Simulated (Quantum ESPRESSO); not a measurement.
## Zn7MgO8 (input and log of a self-consistent run)

A calculation, not a measurement. The program is pw.x of Quantum ESPRESSO 7.5 (plane-wave density functional theory). The cell is made up: 16 atoms on a doubled zincblende/diamond lattice, with randomly drawn elements, strain and displacements, not relaxed. PseudoDojo standard norm-conserving files (v0.5 for PBE, v0.4.1 for LDA and PBEsol) set the functional; there is no spin polarisation, spin-orbit coupling or dispersion term, and the masses in the input are unused placeholders.

Input:

```
&control calculation='scf', pseudo_dir='./dojo.nc.sr.pbe.v0_5.standard.upf', outdir='./o', disk_io='low', tprnfor=.true., tstress=.true. /
&system ibrav=0, nat=16, ntyp=3, nbnd=105, ecutwfc=84.00895049, nosym=.true., tot_charge=0,
 occupations='smearing', smearing='fd', degauss=0.0018374661
/
&electrons conv_thr=7.350e-09, electron_maxstep=60, /
ATOMIC_SPECIES
Mg 1.0 Mg.upf
O 1.0 O.upf
Zn 1.0 Zn.upf
CELL_PARAMETERS angstrom
4.7472 0.0 0.0
0.0 4.7472 0.0
0.0 0.0 9.6397
ATOMIC_POSITIONS angstrom
Zn -0.02 0.0216 -0.0042
Zn 0.0095 2.375 2.4032
Zn 2.3232 -0.0204 2.4655
Zn 2.3917 2.3544 0.0219
Zn -0.0056 0.0152 4.7511
Mg 0.0241 2.4378 7.2934
Zn 2.3432 -0.0067 7.2611
Zn 2.4219 2.4018 4.7654
O 1.2661 1.2164 1.1973
O 1.2434 3.6117 3.6764
O 3.5756 1.1952 3.613
O 3.5601 3.5508 1.2362
O 1.1571 1.1747 6.0324
O 1.1281 3.5256 8.441
O 3.5303 1.1658 8.4842
O 3.5356 3.581 6.029
K_POINTS automatic
5 5 3 1 1 1
```

The log is shortened where brackets say so; the opening notice, blank lines, dates and the lines on written files are dropped, and the path of the files is cut. It prints rydbergs, bohrs and kilobars, and counts compression as positive stress.

```
     Program PWSCF v.7.5
     Parallel version (MPI & OpenMP), running on       4 processor cores
     Number of MPI processes:                 4
     Threads/MPI process:                     1
     [start-up lines left out]
     bravais-lattice index     =            0
     lattice parameter (alat)  =       8.9709  a.u.
     unit-cell volume          =    1466.0041 (a.u.)^3
     number of atoms/cell      =           16
     number of atomic types    =            3
     number of electrons       =       198.00
     number of Kohn-Sham states=          105
     kinetic-energy cutoff     =      84.0090  Ry
     charge density cutoff     =     336.0358  Ry
     scf convergence threshold =      7.3E-09
     mixing beta               =       0.7000
     number of iterations used =            8  plain     mixing
     Exchange-correlation= PBE
                           (   1   4   3   4   0   0   0)
     [axes and pseudopotential details left out]
   Cartesian axes
     site n.     atom                  positions (alat units)
         1        Zn     tau(   1) = (  -0.0042130   0.0045501  -0.0008847  )
         2        Zn     tau(   2) = (   0.0020012   0.5002949   0.5062353  )
         3        Zn     tau(   3) = (   0.4893832  -0.0042973   0.5193588  )
         4        Zn     tau(   4) = (   0.5038128   0.4959555   0.0046132  )
         5        Zn     tau(   5) = (  -0.0011796   0.0032019   1.0008215  )
         6        Mg     tau(   6) = (   0.0050767   0.5135238   1.5363583  )
         7        Zn     tau(   7) = (   0.4935962  -0.0014114   1.5295543  )
         8        Zn     tau(   8) = (   0.5101744   0.5059403   1.0038338  )
         9        O      tau(   9) = (   0.2667046   0.2562353   0.2522118  )
        10        O      tau(  10) = (   0.2619228   0.7608064   0.7744355  )
        11        O      tau(  11) = (   0.7532019   0.2517695   0.7610802  )
        12        O      tau(  12) = (   0.7499368   0.7479778   0.2604061  )
        13        O      tau(  13) = (   0.2437437   0.2474511   1.2707280  )
        14        O      tau(  14) = (   0.2376348   0.7426694   1.7781008  )
        15        O      tau(  15) = (   0.7436594   0.2455763   1.7872009  )
        16        O      tau(  16) = (   0.7447759   0.7543394   1.2700118  )
     number of k points=    38  Fermi-Dirac smearing, width (Ry)=  0.0018
                       cart. coord. in units 2pi/alat
        k(    1) = (   0.1000000   0.1000000   0.0820772), wk =   0.0533333
        k(    2) = (   0.1000000   0.1000000  -0.2462317), wk =   0.0533333
     [further k points left out]
     Dense  grid:   152595 G-vectors     FFT dimensions: (  54,  54, 108)
     Estimated max dynamical RAM per process >     628.54 MB
     Estimated total dynamical RAM >       2.35 GB
     Initial potential from superposition of free atoms
     starting charge     197.9982, renormalised to     198.0000
     Starting wfcs are  107 randomized atomic wfcs
     total cpu time spent up to now is        6.1 secs
     per-process dynamical memory:   482.9 Mb
     Self-consistent Calculation
     iteration #  1     ecut=    84.01 Ry     beta= 0.70
     Davidson diagonalization with overlap
     ethr =  1.00E-02,  avg # of iterations =  3.4
     total cpu time spent up to now is       23.3 secs
     total energy              =   -3308.37059053 Ry
     estimated scf accuracy    <       4.08417098 Ry
     iteration #  2     ecut=    84.01 Ry     beta= 0.70
     Davidson diagonalization with overlap
     ethr =  2.06E-03,  avg # of iterations =  3.6
     total cpu time spent up to now is       39.6 secs
     total energy              =   -3309.05105124 Ry
     estimated scf accuracy    <       7.92955582 Ry
     iteration #  3     ecut=    84.01 Ry     beta= 0.70
     Davidson diagonalization with overlap
     ethr =  2.06E-03,  avg # of iterations =  3.0
     total cpu time spent up to now is       55.7 secs
     total energy              =   -3310.44012519 Ry
     estimated scf accuracy    <       0.12007171 Ry
     iteration #  4     ecut=    84.01 Ry     beta= 0.70
     Davidson diagonalization with overlap
     ethr =  6.06E-05,  avg # of iterations =  5.9
     total cpu time spent up to now is       73.9 secs
     total energy              =   -3310.47824606 Ry
     estimated scf accuracy    <       0.02977700 Ry
     iteration #  5     ecut=    84.01 Ry     beta= 0.70
     Davidson diagonalization with overlap
     ethr =  1.50E-05,  avg # of iterations =  2.3
     total cpu time spent up to now is       88.5 secs
     total energy              =   -3310.47961602 Ry
     estimated scf accuracy    <       0.00678854 Ry
     [iterations 6 to 9 left out]
     iteration # 10     ecut=    84.01 Ry     beta= 0.70
     Davidson diagonalization with overlap
     ethr =  5.12E-09,  avg # of iterations =  2.0
     total cpu time spent up to now is      162.8 secs
     total energy              =   -3310.48018666 Ry
     estimated scf accuracy    <       0.00000408 Ry
     iteration # 11     ecut=    84.01 Ry     beta= 0.70
     Davidson diagonalization with overlap
     ethr =  2.06E-09,  avg # of iterations =  2.0
     total cpu time spent up to now is      176.5 secs
     total energy              =   -3310.48018667 Ry
     estimated scf accuracy    <       0.00000067 Ry
     iteration # 12     ecut=    84.01 Ry     beta= 0.70
     Davidson diagonalization with overlap
     ethr =  3.38E-10,  avg # of iterations =  2.6
     total cpu time spent up to now is      192.1 secs
     total energy              =   -3310.48018688 Ry
     estimated scf accuracy    <       0.00000011 Ry
     iteration # 13     ecut=    84.01 Ry     beta= 0.70
     Davidson diagonalization with overlap
     ethr =  5.55E-11,  avg # of iterations =  2.0
     total cpu time spent up to now is      206.3 secs
     total energy              =   -3310.48018690 Ry
     estimated scf accuracy    <       0.00000002 Ry
     iteration # 14     ecut=    84.01 Ry     beta= 0.70
     Davidson diagonalization with overlap
     ethr =  9.14E-12,  avg # of iterations =  2.0
     total cpu time spent up to now is      222.9 secs
     End of self-consistent calculation
     [lines on levels left out]
!    total energy              =   -3310.48018690 Ry
     estimated scf accuracy    <          2.4E-09 Ry
     smearing contrib. (-TS)   =      -0.00000000 Ry
     internal energy E=F+TS    =   -3310.48018690 Ry
     The total energy is F=E-TS. E is the sum of the following terms:
     one-electron contribution =   -2446.90957962 Ry
     hartree contribution      =    1277.96427213 Ry
     xc contribution           =    -397.25539675 Ry
     ewald contribution        =   -1744.27948265 Ry
     convergence has been achieved in  14 iterations
     Forces acting on atoms (cartesian axes, Ry/au):
     atom    1 type  3   force =     0.00417272   -0.00557770    0.00804794
     atom    2 type  3   force =     0.00286956    0.00030267   -0.00214078
     atom    3 type  3   force =     0.01771923    0.01062604   -0.01769697
     atom    4 type  3   force =     0.00064120    0.01043346   -0.00397859
     atom    5 type  3   force =     0.00022852    0.00355861    0.03338093
     atom    6 type  1   force =    -0.02408151   -0.03012563   -0.03511166
     atom    7 type  3   force =    -0.00125270    0.00370092   -0.01463403
     atom    8 type  3   force =    -0.00497976   -0.00797235    0.02943994
     atom    9 type  2   force =    -0.02689724   -0.01218505    0.01517572
     atom   10 type  2   force =    -0.01965745   -0.01801415   -0.01881464
     atom   11 type  2   force =     0.00093659    0.00387090   -0.01140008
     atom   12 type  2   force =     0.00476427    0.00629495    0.00097561
     atom   13 type  2   force =     0.00439300    0.01007155    0.00199348
     atom   14 type  2   force =     0.02359463    0.02059641    0.02231810
     atom   15 type  2   force =     0.00908267    0.00830448   -0.01099405
     atom   16 type  2   force =     0.00846626   -0.00388513    0.00343908
     Total force =     0.101853     Total SCF correction =     0.000201
     Computing stress (Cartesian axis) and pressure
          total   stress  (Ry/bohr**3)                   (kbar)     P=      -99.31
  -0.00065569   0.00000382   0.00000944          -96.46        0.56        1.39
   0.00000382  -0.00065263   0.00000046            0.56      -96.01        0.07
   0.00000944   0.00000046  -0.00071700            1.39        0.07     -105.47
     init_run     :      5.84s CPU      6.06s WALL (       1 calls)
     electrons    :    212.56s CPU    216.79s WALL (       1 calls)
     forces       :      3.68s CPU      3.70s WALL (       1 calls)
     stress       :     12.07s CPU     12.24s WALL (       1 calls)
     [timing details left out]
     PWSCF        :   3m54.24s CPU   3m59.00s WALL
     JOB DONE.
```

In other units: free energy -45041.378 eV for the cell, pressure -9.93 GPa, largest force component 0.903 eV/Å. A rerun of this cell at a cutoff of 1437 eV and k mesh 7 x 7 x 5 moved values by no more than 0.004 eV in energy, 0.03 GPa in stress and 0.003 eV/Å in force.